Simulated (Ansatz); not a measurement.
Relaxed-ion elastic tensor of TiB2 in space group P6/mmm (No. 191; Ti on 1a, B on 2d) in GPa (Voigt order), plane-wave PAW r²SCAN (Ansatz code); density 4.52 g/cm³, 8.51 Å³ per atom.

```
 680  64.7   102   0.0   0.0   0.0
64.7   680   102   0.0   0.0   0.0
 102   102   468   0.0   0.0   0.0
 0.0   0.0   0.0   266   0.0   0.0
 0.0   0.0   0.0   0.0   266   0.0
 0.0   0.0   0.0   0.0   0.0   307
```

### Question
Is the crystal mechanically stable?

### Answer
Yes: the smallest eigenvalue of C is 266 GPa.

### Question
Work out the Voigt, Reuss and Hill averages.

### Answer
K_V = 263, K_R = 257, K_H = 260; G_V = 272, G_R = 266, G_H = 269 GPa.

### Question
Give Young's modulus, Poisson's ratio, Pugh's ratio and the universal anisotropy index.

### Answer
E = 9KG/(3K + G) = 600 GPa; ν = 0.12; K/G = 0.97 (brittle by the Pugh limit of 1.75); A_U = 5G_V/G_R + K_V/K_R − 6 = 0.14.

### Question
Estimate the sound speeds and the Debye temperature.

### Answer
v_l = √((K + 4G/3)/ρ) = 11700 m/s, v_t = √(G/ρ) = 7710 m/s, mean 8440 m/s; Θ = (h/k)(3n/4πV)^(1/3) v_m = 1230 K.

### Question
How much does each axis shrink under pressure?

### Answer
Linear compressibilities β_i = Σ_j S_ij (j = 1 to 3): x 1.1, y 1.1, z 1.7 per TPa.

Symmetry was held in the r²SCAN relaxation; of distortions, only those at the zone centre were tested. No spin polarisation was allowed. As this level gives no gap, shear constants depend on the k-mesh and smearing (Fermi–Dirac, 0.1 eV here).

Potentials: the later of the program's two PAW sets.
